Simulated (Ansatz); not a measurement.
CaCo₂ (AlB2-type structure)

The computed numbers are results of PBEsol, scalar-relativistic (collinear spin) in the plane-wave PAW code Ansatz at 420 eV, Γ-centred 10×10×8 mesh, 0.05 eV Gaussian smearing; PAW files: Ansatz's generated set soft_2.

```cif
data_structure
_symmetry_space_group_name_H-M 'P6/mmm'
_symmetry_Int_Tables_number 191
_cell_length_a 3.7513
_cell_length_b 3.7513
_cell_length_c 4.3345
_cell_angle_alpha 90.000
_cell_angle_beta 90.000
_cell_angle_gamma 120.000
_cell_volume 52.82
loop_
_atom_site_label
_atom_site_type_symbol
_atom_site_symmetry_multiplicity
_atom_site_Wyckoff_symbol
_atom_site_fract_x
_atom_site_fract_y
_atom_site_fract_z
_atom_site_occupancy
Ca1 Ca 1 a 0.00000 0.00000 0.00000 1
Co1 Co 2 d 0.33333 0.66667 0.50000 1
```

The structure was built from a prototype; whether the compound forms in it isn't claimed.

Magnetic state: ferromagnetic, site spin moments Ca -0.10; Co 1.22 μB.

Question: Which orbitals carry the states at the Fermi level, and how many states are there?

Answer: Within 0.1 eV of it: Co 3d 85 %, Co 4s 9 % (shares among the projected shells). The density of states at the Fermi level is about 1.8 states/eV per cell, averaged over 0.3 eV.

Density of states (tetrahedra, averaged over 0.3 eV; states/eV per cell of 3 atoms; energy in eV from the Fermi level; projections on Löwdin-orthogonalised atomic orbitals, summed over sites):

```tsv
E	total	Co 3d up	Co 3d down	Co 4s	Ca 4s
-5.80	0.2	0.0	0.0	0.1	0.1
-5.50	0.3	0.0	0.0	0.2	0.1
-5.20	0.4	0.0	0.0	0.3	0.1
-4.90	0.5	0.0	0.0	0.4	0.1
-4.60	0.6	0.0	0.0	0.4	0.1
-4.30	0.6	0.1	0.0	0.4	0.1
-4.00	1.2	0.6	0.0	0.5	0.1
-3.70	1.6	1.0	0.0	0.4	0.1
-3.40	2.2	1.3	0.1	0.7	0.1
-3.10	4.3	3.1	0.5	0.6	0.1
-2.80	7.2	5.3	1.2	0.5	0.1
-2.50	4.6	3.2	0.9	0.1	0.2
-2.20	3.7	1.2	1.6	0.3	0.5
-1.90	7.2	2.2	4.1	0.4	0.2
-1.60	7.1	2.9	3.3	0.3	0.2
-1.30	6.5	2.5	3.1	0.3	0.2
-1.00	4.7	1.8	1.9	0.5	0.1
-0.70	7.7	3.8	2.7	0.6	0.1
-0.40	4.2	1.6	1.8	0.3	0.1
-0.10	2.1	0.3	1.3	0.2	0.1
0.20	1.6	0.1	1.2	0.1	0.1
0.50	2.4	0.4	1.6	0.2	0.1
0.80	4.6	0.6	3.3	0.3	0.2
1.10	1.5	0.2	0.7	0.2	0.2
1.40	1.4	0.2	0.2	0.2	0.3
1.70	2.4	0.1	1.0	0.3	0.2
2.00	2.5	0.1	0.6	0.3	0.1
2.30	2.6	0.1	0.4	0.3	0.1
2.60	2.5	0.1	0.3	0.2	0.0
2.90	2.3	0.1	0.2	0.2	0.0
3.20	2.3	0.1	0.2	0.1	0.0
3.50	1.9	0.0	0.1	0.1	0.0
3.80	1.8	0.0	0.1	0.0	0.0
4.10	2.2	0.0	0.1	0.1	0.0
4.40	1.0	0.0	0.0	0.0	0.0
4.70	0.4	0.0	0.0	0.0	0.0
5.00	1.7	0.0	0.0	0.0	0.0
```

The run wasn't fully tested for a lower electronic state. Site moments are of spin, integrated over atomic spheres. No antiparallel order was tried.
